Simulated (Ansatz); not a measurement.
# Compressing SnO2: a fit and a missing row

SnO2, I4_1/amd, a = 3.999 Å, c = 10.204 Å. This isn't the usual stable structure of the compound. Ansatz: r2SCAN, PAW, 500 eV, Γ-centred 10×10×10 mesh on 6 atoms, Gaussian smearing 0.02 eV; no spin polarisation. Shape and atoms are relaxed at each volume; pressure is positive in compression.

| V (Å³/atom) | P (GPa) |
| --- | --- |
| 11.967 | ? |
| 12.375 | 18.11 |
| 12.783 | 11.37 |
| 13.191 | 5.31 |
| 13.599 | 0.01 |
| 14.007 | -4.56 |
| 14.415 | -8.44 |
| 14.959 | -12.62 |

Task: Take V0 = 13.599 Å³/atom, count pressures from its P0 = 0.01 GPa, fit the third-order Birch–Murnaghan form to the other rows, and predict the missing pressure.

Result: With the Eulerian strain f = ½[(V0/V)^(2/3) − 1] and y = (P − P0)/[3f(1 + 2f)^(5/2)], the form is the line y = B0 + 1.5 B0 (B0′ − 4) f. Rows (f, y): 0.03245, 158.9; 0.02106, 162.2; 0.01026, 163.7; -0.00976, 164.0; -0.01905, 162.9; -0.03078, 160.3. Means f = 0.0006967, y = 162.00; Σ(Δf)² = 0.003004, ΣΔfΔy = -0.06328; the slope is their ratio. y = 162.0 − 21.06 f GPa, so B0 = 162.0 GPa and B0′ = 4 + 2 × (-21.06)/(3 × 162.0) = 3.91. At V = 11.967, f = 0.04448, y = 161.06 and P = 26.61 GPa. The run gave 25.48 GPa, so the fit is 1.13 GPa too high, 3 % of the span of the series, against an rms of 0.14 GPa on the fitted rows. The row lies outside the fitted range. The points of y bend away from a line: a fourth-order term fitted to them gives P = 25.51 GPa at this row's volume (the line 26.61, the run 25.48).

Cost: 8 runs of about 9.4 core-minutes in all, on Intel Xeon 6975P-C (Granite Rapids) (shared hosts).